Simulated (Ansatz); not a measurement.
A trial structure of Al2GaP3 was built thus: random cell by space group and Wyckoff sites (P-3m1, No. 164). The dimensions are guesses.

```yaml
crystal:
  lattice:
    - [4.29490, 0.00000, 0.00000]
    - [-2.14745, 3.71949, 0.00000]
    - [0.00000, 0.00000, 7.48310]
  atoms:
    - { symbol: Al, position: [0.33333, 0.66667, 0.64147] }
    - { symbol: Al, position: [0.66667, 0.33333, 0.35853] }
    - { symbol: Ga, position: [0.00000, 0.00000, 0.00000] }
    - { symbol: P, position: [0.50000, 0.00000, 0.50000] }
    - { symbol: P, position: [0.00000, 0.50000, 0.50000] }
    - { symbol: P, position: [0.50000, 0.50000, 0.50000] }
```

The calculation used Ansatz, DFT PBE, scalar-relativistic, plane waves, PAW. Cutoff 420 eV, Gaussian smearing, Γ-centred meshes. Cell and atoms relax first on a coarse mesh and then on a finer one. In between, the cell is made exact in the group found at 0.06 Å. In metals the finer mesh still leaves noise of several meV/atom or more. The steps can't lower the symmetry of their start. No spin polarisation.

A guess keeps its type if space group and coordination stay and the shape of the cell changes little (axis ratios within about 15 %, angles within 6°); the volume may change.

Question: Does it keep its structure type, or change into something else?

Answer: It doesn't keep its type. The symmetry goes from P-3m1 (No. 164) to P6/mmm (No. 191). The volume per atom shrinks by 15.4 %, from 19.9 to 16.9 Å³. The shortest distance goes from 1.63 Å (Al–P) to 2.47 Å (P–P). Counting neighbours within 15 % of an atom's shortest distance, the start has Al 3, Ga 6, P 2 and the end Al 12, Ga 6, P 8. In detail, at the end Al is surrounded by 6 P at 2.78 Å, 3 Ga at 2.85 Å and 3 Al at 2.85 Å; Ga is surrounded by 6 Al at 2.85 Å; around P lie 4 P at 2.47 Å and 4 Al at 2.78 Å.

```xyz
6
Lattice="4.9445 0.0000 0.0000 -2.4723 4.2821 0.0000 0.0000 0.0000 4.7761" Properties=species:S:1:pos:R:3 pbc="T T T"
Al    0.0000    2.8547    0.0000
Al    2.4723    1.4274    0.0000
Ga    0.0000    0.0000    0.0000
P     2.4723    0.0000    2.3880
P    -1.2361    2.1410    2.3880
P     1.2361    2.1410    2.3880
```

The last run used a 12×12×8 mesh (in the run's order of axes) for its 6-atom cell and Gaussian smearing of 0.10 eV. Symmetry constrained the relaxation, so the result can be a saddle point. Another cell of Al2GaP3 relaxed alike, in P4mm, lies 0.38 eV/atom lower, so this cell isn't the stable form at this level.
